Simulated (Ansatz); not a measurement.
CoGe:
```xyz
8
Lattice="5.8042 1.8578 0.0000 -5.8042 1.8578 0.0000 -0.7899 0.0000 4.8073" Properties=species:S:1:pos:R:3 pbc="T T T"
Co     0.0000     0.0000     0.0000
Co    -0.3950     0.0000     2.4037
Co     3.0016     1.8578     3.2441
Co    -3.7916     1.8578     1.5632
Ge     3.5272     1.8578     0.8754
Ge    -4.3171     1.8578     3.9319
Ge     0.5802     1.8578     1.3485
Ge    -1.3702     1.8578     3.4588
```

Relaxed with r²SCAN. Special points in fractions of this cell's reciprocal vectors: Γ (0.000, 0.000, 0.000); C (0.276, 0.276, 0.000); C2 (-0.276, 0.724, 0.000); Y2 (-0.500, 0.500, 0.000); M2 (-0.500, 0.500, 0.500); D (-0.266, 0.734, 0.500); D2 (0.266, 0.266, 0.500); A (0.000, 0.000, 0.500); L2 (0.000, 0.500, 0.500); V2 (0.000, 0.500, 0.000).

Problem. List the band energies nearest the Fermi level at these points for r²SCAN (plane waves, PAW; program Ansatz).

Solution. In eV from the Fermi level; about four levels below and three above (degenerate sets whole), none deeper than 8.9 eV; points with the same levels are listed once.

```json
[
 {"k": "Γ", "below": "-0.91 -0.54 -0.51 -0.21", "above": "0.72 0.95 1.03"},
 {"k": "C", "below": "-0.65 -0.56 -0.54 -0.53", "above": "0.73 1.81 1.88"},
 {"k": "Y2", "below": "-0.54 -0.42 -0.34 -0.29", "above": "0.60 1.47 2.30"},
 {"k": "M2", "below": "-1.04 -1.00 -0.76 -0.45", "above": "0.53 1.09 1.24"},
 {"k": "D", "below": "-0.65 -0.62 -0.60 -0.07", "above": "1.25 1.31 2.87"},
 {"k": "A", "below": "-0.96 -0.84 -0.74 -0.43", "above": "0.16 0.75 1.95"},
 {"k": "L2", "below": "-0.70 -0.60 -0.53 -0.11", "above": "0.98 1.56 2.76"},
 {"k": "V2", "below": "-0.71 -0.65 -0.55 -0.53", "above": "0.71 1.68 2.11"}
]
```

Space group C2/m. The first step of the workflow began from a Materials Project structure, measured or hypothetical; the Crystallography Open Database copy checked does not list it. Its standing as an ambient phase is unchecked. The r²SCAN relaxation kept the symmetry of its start; whether a distortion lowers the energy is not shown. The run is not spin-polarised. Scalar-relativistic: spin–orbit coupling is off unless named, which matters more the heavier the elements.

Potentials: the later of the program's two PAW sets.
